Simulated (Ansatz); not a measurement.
Task: Each is relaxed and computed with DFT-r²SCAN in the program Ansatz with PAW potentials. Which is the only metal?
(A) DyI3, P6_3/mmc (Dy on 2d, I on 6h)
(B) SiNi2, P6_3/mmc (Si on 2d, Ni on 2c, Ni on 2a)
(C) NiS2, P2_1/c (Ni on 2a, S on 4e)
(D) SiC, P6_422 (Si on 3c, C on 3d)

Result: B, SiNi2, P6_3/mmc (Si on 2d, Ni on 2c, Ni on 2a). SiNi2: metal; NiS2: gap 0.33 eV (indirect); DyI3: gap 0.62 eV (indirect); SiC: gap 1.18 eV (indirect). Caveat: open 4f shells can settle in a state that is not the lowest. Spin orders computed, not proven ground states: DyI3, P6_3/mmc (Dy on 2d, I on 6h) ferromagnetic. Typed or built starts, not in the databases checked: SiC, P6_422 (Si on 3c, C on 3d). Not the usual ambient phase: SiC, P6_422 (Si on 3c, C on 3d). Standing as an ambient phase not checked: SiNi2, P6_3/mmc (Si on 2d, Ni on 2c, Ni on 2a); NiS2, P2_1/c (Ni on 2a, S on 4e); DyI3, P6_3/mmc (Dy on 2d, I on 6h). Weakly bound layers, chains or molecules computed without a dispersion correction, so cells and soft constants are ill determined: NiS2, P2_1/c (Ni on 2a, S on 4e); DyI3, P6_3/mmc (Dy on 2d, I on 6h). All cells were relaxed under the symmetry of their starts (and spin orders); stability against distortions was not tested throughout. Rows with no word on spin ran without spin polarisation. No Hubbard U is applied. Scalar-relativistic: spin–orbit coupling is off unless named, which matters more the heavier the elements.

Potentials: the later of the program's two PAW sets.
